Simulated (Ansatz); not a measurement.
One crystal and one scan (energy against volume) at two levels, PBE (plane waves to 420 eV, PAW, scalar-relativistic; Ansatz, a program for electronic structure) and PBEsol (plane waves to 420 eV, PAW, scalar-relativistic; Ansatz), each from its own relaxed cell and on its own mesh. The cell shown is that of PBE.

Hf (hcp, Mg type)

```yaml
crystal:
  lattice:
    - [3.20412, 0.00000, 0.00000]
    - [-1.60206, 2.77485, 0.00000]
    - [0.00000, 0.00000, 5.06894]
  atoms:
    - { symbol: Hf, position: [0.33333, 0.66667, 0.75000] }
    - { symbol: Hf, position: [0.66667, 0.33333, 0.25000] }
```

This relaxed cell (volume V₀) is scaled evenly in all directions, its shape held. Symmetry pins the atoms to their sites.

Energies are smeared free energies. Hf is run without spin polarisation. Hf was relaxed with its symmetry unable to fall. Spin-orbit coupling is left out, though Hf is heavy. The PAW data are Ansatz's earlier set. With the shape held, the modulus is that of even scaling; a crystal free to change shape is softer. Percentages come from the unrounded values. Both scans cover V/V₀ from 0.900 to 1.100.

Results of PBE:

- Lattice constant a (Å): 3.204
- Lattice constant c (Å): 5.069
- Relaxed volume (Å³/atom): 22.53
- Pressure at the smallest volume (GPa): 13.5
- Energy cost of the largest expansion (meV/atom): 65
- Bulk modulus at fixed cell shape B₀ (third-order Birch-Murnaghan fit) (GPa): 107.2
- Pressure for 5 % compression (fit) (GPa): 6.0

Estimate the PBEsol values.


| quantity | PBEsol | PBE − PBEsol |
|---|---|---|
| Lattice constant a (Å) | 3.159 | +0.045 (+1.4 %) |
| Lattice constant c (Å) | 5.000 | +0.069 (+1.4 %) |
| Relaxed volume (Å³/atom) | 21.60 | +0.93 (+4.3 %) |
| Pressure at the smallest volume (GPa) | 14.3 | -0.8 (-5 %) |
| Energy cost of the largest expansion (meV/atom) | 67 | -2 (-2 %) |
| Bulk modulus at fixed cell shape B₀ (third-order Birch-Murnaghan fit) (GPa) | 113.6 | -6.4 (-5.6 %) |
| Pressure for 5 % compression (fit) (GPa) | 6.4 | -0.4 (-6 %) |

PBE gives the higher value for: lattice constant a; lattice constant c; relaxed volume. PBE gives the lower value for: pressure at the smallest volume; bulk modulus at fixed cell shape B₀; pressure for 5 % compression. Neither level is exact: the differences show how much the result hangs on the functional.

(Under strain, the slope of the energy per volume gives the stress and its curvature an elastic modulus.)
